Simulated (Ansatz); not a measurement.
CS$_{14}$:
Space group R-3m, hexagonal axes (No. 166); a = b = 10.767 Å, c = 11.588 Å, α = β = 90.00°, γ = 120.00°

| atom | site | symmetry | x | y | z |
|---|---|---|---|---|---|
| S | 18f | .2 | 0.0000 | 0.3072 | 0.0000 |
| S | 18h | .m | 0.1294 | 0.2588 | 0.0983 |
| C | 3b | -3m | 0.0000 | 0.0000 | 0.5000 |
| S | 6c | 3m | 0.0000 | 0.0000 | 0.3660 |
(The calculation used a cell of 15 atoms; values per cell refer to that cell.)

Relaxed with r²SCAN+D4. r²SCAN+D4 in the plane-wave PAW code Ansatz gives a gap of 2.58 eV.

Problem. What gap does HSE06 give on the same cell (Ansatz, PAW)?

Solution. 3.36 eV, 0.79 eV more. The hybrid was solved on a coarser mesh and at special points; its gap is the smallest among all of these.

Cost on shared cores: the r²SCAN+D4 run (SCF on a 4×4×4 mesh, then bands and DOS) about 8 core-minutes (a rough figure), the HSE06 run (SCF on 3×3×3, then a few points) about 7 core-minutes (a rough figure); the tasks are unlike.

The workflow started from an entry of the Crystallography Open Database (COD). Its standing as an ambient phase is unchecked. The r²SCAN+D4 relaxation kept the symmetry of its start; whether a distortion lowers the energy is not shown.

Potentials: the later of the program's two PAW sets.
